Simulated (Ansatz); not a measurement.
BaAu2 in space group P6/mmm (No. 191; Ba on 1a, Au on 2d) at seven volumes, the program Ansatz at the r²SCAN level (PAW), shape and atoms relaxed at each. One row is withheld.

```csv
V (Å³/atom),P (GPa)
25.816,4.97
26.667,?
27.518,1.40
28.369,0.00
29.220,-1.26
30.071,-2.38
30.923,-3.35
```

Fit the shown pressures and predict the withheld one.

Third-order Birch–Murnaghan: P = (3/2)B₀(x^(7/2) − x^(5/2))[1 + (3/4)(B′ − 4)(x − 1)] with x = (V₀/V)^(2/3). Least squares on the six rows gives V₀ = 28.360 Å³/atom, B₀ = 44.93 GPa, B′ = 3.47. At V = 26.667, x = 1.0419 and P = 3.08 GPa. The run itself gave 3.07 GPa.

The workflow started from an entry of the Crystallography Open Database (COD). Whether it is the stable phase at ambient conditions was not checked. The cell was relaxed with r²SCAN under the symmetry of its start; whether a distortion lowers the energy is not shown. Spin–orbit coupling is left out wherever it is not named.

Potentials: the later of the program's two PAW sets.
